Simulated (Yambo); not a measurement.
G0W0@LDA for ScF$_{3}$ (ReO3 type, space group Pm-3m, No. 221) in Yambo. Reference settings: 4×4×4 Γ-centred k mesh, bands 2 to 155 and a 10 Ry block in the screening, 155 bands in G with the Bruneval-Gonze terminator, plasmon pole fitted at 27.2 eV. The LDA gap R → Γ on this mesh is 6.40 eV; G0W0 gaps are taken between the same points.

The settings were changed. The gap went from 11.60 eV to 12.84 eV, and the shift of the valence edge from -2.31 eV to -3.04 eV.

Task: Which change was made?
A) 34 bands in W, 34 bands in G, 2 Ry block
B) 57 bands in W, 57 bands in G, 2 Ry block
C) 2×2×2 mesh
D) 34 bands in W, 34 bands in G, 4 Ry block

Result: B, 57 bands in W, 57 bands in G, 2 Ry block. The others gave (gap, valence shift): 2×2×2 mesh: 11.61, -2.21 eV; 34 bands in W, 34 bands in G, 2 Ry block: 13.09, -3.08 eV; 34 bands in W, 34 bands in G, 4 Ry block: 12.15, -2.32 eV.

Geometry relaxed with LDA; primitive cell a = b = c = 3.970 Å, α = β = γ = 90.00°.

A shift is the quasiparticle energy of the state minus its LDA energy.
